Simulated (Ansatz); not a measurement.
A trial structure of KP4Ru was built thus: ordered mixture on the cation sites of fluorite (P4/mmm, No. 123) (occupants of the shared sites, in ratio, K: 1, Ru: 1). The dimensions are guesses.

Space group P4/mmm (No. 123). a = 4.664 Å, b = 4.664 Å, c = 6.596 Å, α = 90.00°, β = 90.00°, γ = 90.00°
```csv
atom,site,symmetry,x,y,z
K,1a,4/mmm,0.0000,0.0000,0.0000
P,4i,2mm.,0.5000,0.0000,0.2500
Ru,1d,4/mmm,0.5000,0.5000,0.5000
```

All numbers below come from DFT PBE, scalar-relativistic, plane waves, PAW (Ansatz 0.2.0). Cutoff 420 eV, Gaussian smearing, Γ-centred meshes. Cell and atoms relax first on a coarse mesh and then on a finer one. In between, the cell is made exact in the group found at 0.06 Å. In metals the finer mesh still leaves noise of several meV/atom or more. The steps can't lower the symmetry of their start. No spin polarisation in the relaxation; trial moments died out in a coarse test.

A guess keeps its type if space group and coordination stay and the shape of the cell changes little (axis ratios within about 15 %, angles within 6°); the volume may change.

Q: Does it keep its structure type, or change into something else?

A: It doesn't keep its type. The symmetry stays P4/mmm (No. 123). The volume per atom shrinks by 17.4 %, from 23.9 to 19.7 Å³. The shortest distance goes from 2.86 Å (K–P and P–Ru) to 2.45 Å (P–Ru). The ratio c/a of the conventional cell changes by a factor of 1.69. Counting neighbours within 15 % of an atom's shortest distance, the start has K 8, P 4, Ru 8 and the end K 12, P 6, Ru 8. In detail, at the end K is surrounded by 8 P at 3.33 Å and 4 K at 3.67 Å; P has 2 Ru at 2.45 Å, 4 P at 2.60 Å, 1 P at 3.23 Å and 2 K at 3.33 Å; around Ru lie 8 P at 2.45 Å.

```
K P Ru
1.0
     3.67155    0.00000    0.00000
     0.00000    3.67155    0.00000
     0.00000    0.00000    8.78573
K P Ru
1 4 1
Direct
  0.00000 0.00000 0.00000
  0.50000 0.00000 0.31614
  0.00000 0.50000 0.68386
  0.50000 0.00000 0.68386
  0.00000 0.50000 0.31614
  0.50000 0.50000 0.50000
```

Formation energies are uncorrected and refer to the elements' standard structures at the same level. The references include black phosphorus.

Q: At what energy does it end?

A: −0.11 eV/atom. A negative formation energy is needed for stability but isn't enough: competing phases decide.

The last run used a 10×10×4 mesh (in the run's order of axes) for its 6-atom cell and Gaussian smearing of 0.10 eV. The reference form of P is held partly by dispersion forces, which this level lacks. A structure relaxed within its symmetry needn't be a true minimum.
